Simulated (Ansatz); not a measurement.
## Collinear states of WSe

Theory: Ansatz, DFT PBE+U, scalar-relativistic, plane waves, PAW.

```
W Se
1.0
     0.00000    3.12339    3.12339
     3.12339    0.00000    3.12339
     3.12339    3.12339    0.00000
W Se
1 1
Direct
  0.00000 0.00000 0.00000
  0.25000 0.25000 0.25000
```

```json
{"plane-wave cutoff": "420 eV", "Γ-centred k-mesh": "12×12×12", "occupation rule": "Gaussian smearing, 0.1 eV", "U_eff on Löwdin-orthogonalised atomic d orbitals": "W 6.2 eV", "list of starting moments (μB, in atom order)": "1 0", "check for lower electronic states after the SCF": "on"}
```

All runs keep this geometry, which stands near equilibrium for the lowest state (largest force there 0.000 eV/Å, pressure 0.0 GPa; forces reach 0.47 eV/Å in another state) and needn't be a stable compound; relaxing each order would shift the differences by some 6 meV/atom, going by the pressures and a bulk modulus of about 150 GPa. A propagation vector, in units of the reciprocal vectors, doubles the cell, which takes an equally dense mesh. The large starts are 2.5 0 μB. The small starts are 0.5 0 μB. Spin–orbit coupling is left out, which for heavy magnetic ions can matter as much as these differences. Site moments are spin moments in atom-centred spheres that scale with the neighbour distance. The states are those that the runs reached from these starts; a lower one can exist.

```
                                                            start ends energy above lowest (meV/atom) site moments (μB) gap on mesh (eV) P (GPa)
                                                          no spin non-magnetic                             731                        none over 0.05              1.04     -3.0
                                                    ferromagnetic ferromagnetic                            0.00                     W +2.96, Se -0.34             metal      0.0
                                  large parallel starting moments ferromagnetic                            0.00                     W +2.96, Se -0.34             metal      0.0
  antiferromagnetic, doubled cell, propagation vector (0, 0, 1/2) antiferromagnetic                             111  W +2.87, Se -0.24, W -2.87, Se +0.24             metal     -1.0
antiferromagnetic, doubled cell, propagation vector (0, 1/2, 1/2) antiferromagnetic                             163                      W +2.85, W -2.85             metal     -1.2
                                  small parallel starting moments ferromagnetic                            0.00                     W +2.96, Se -0.34             metal      0.0
```

Cost: 6 runs of about 9.1 core-minutes in all, on Intel Xeon Platinum 8259CL (Skylake/Cascade Lake) (shared hosts).